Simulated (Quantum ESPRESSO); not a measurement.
**Kohn-Sham bands of WO3 (ReO3 type)**

```
WO3
1.0
    3.80620     0.00000     0.00000
    0.00000     3.80620     0.00000
    0.00000     0.00000     3.80620
W O
1 3
Cartesian
  0.00000   0.00000   0.00000
  0.00000   0.00000   1.90310
  1.90310   0.00000   0.00000
  0.00000   1.90310   0.00000
```

Structure: Materials Project mp-19390, symmetrised, not relaxed again. Not found in the COD (Crystallography Open Database) copy used, which has the formula in other groups; not checked further. Computed values, not measurements, from PBEsol: Quantum ESPRESSO (norm-conserving PseudoDojo potentials, cutoff 68 Ry, spinors with spin-orbit coupling) on a Γ-centred 6×6×6 mesh, then Wannier90. Density: 8×8×8 mesh, Gaussian smearing 0.01 Ry.

Energies are relative to the valence-band maximum; weights are on the orthonormalised atomic waves of the pseudopotential files, averaged over the group. 32 electrons a cell are treated as valence.

```csv
bands,from (eV),to (eV),filling,weight on atomic waves
1–2,-74.54,-74.54,filled,___
3–4,-46.00,-45.98,filled,___
5–8,-36.32,-36.20,filled,___
9–14,-18.32,-15.99,filled,___
15–32,-7.18,0.00,filled,___
```

**Question.** Which atomic shells make up each group?

**Answer.** 
- 1–2, weight on atomic waves: W 5s 97 %
- 3–4, weight on atomic waves: W 5p 98 %
- 5–8, weight on atomic waves: W 5p 96 %
- 9–14, weight on atomic waves: O 2s 82 %, W 5d 10 %, W 6s 5 %
- 15–32, weight on atomic waves: O 2p 80 %, W 5d 17 %

The Kohn-Sham gap over both meshes and the path is 0.41 eV.
